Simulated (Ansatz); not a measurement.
Data:

NiGe:
```cif
data_Ge4Ni4
_chemical_formula_sum 'Ni4 Ge4'
_space_group_name_H-M_alt 'Pnma'
_space_group_IT_number 62
_space_group_name_Hall '-P 2ac 2n'
_cell_length_a 5.28422
_cell_length_b 3.46795
_cell_length_c 5.72057
_cell_angle_alpha 90.000
_cell_angle_beta 90.000
_cell_angle_gamma 90.000
loop_
_atom_site_label
_atom_site_type_symbol
_atom_site_symmetry_multiplicity
_atom_site_Wyckoff_symbol
_atom_site_fract_x
_atom_site_fract_y
_atom_site_fract_z
_atom_site_occupancy
Ni1 Ni 4 c 0.00733 0.25000 0.81067 1
Ge1 Ge 4 c 0.18866 0.25000 0.40979 1
```

This is the PBEsol-relaxed structure.

**Question.** All from PBEsol in the plane-wave PAW code Ansatz, unless another level is named. Estimate the electronic character.

**Answer.** metallic (no gap).

**Question.** Next, the formation energy from the elements (no fitted shifts)?

**Answer.** -0.37 eV/atom.

**Question.** Give the density of states at the Fermi level.

**Answer.** 0.30 states/eV per atom (mean over ±0.08 eV).

Symmetry was held in the PBEsol relaxation. No spin polarisation was allowed. The references are the lowest solids computed at this level, not always the standard phases. Scalar-relativistic: spin–orbit coupling is off unless named, which matters more the heavier the elements.

Potentials: the earlier of the program's two PAW sets. The files were generated under PBE; for other functionals the program regenerates the frozen cores, and for LDA and PBEsol the local potential too.
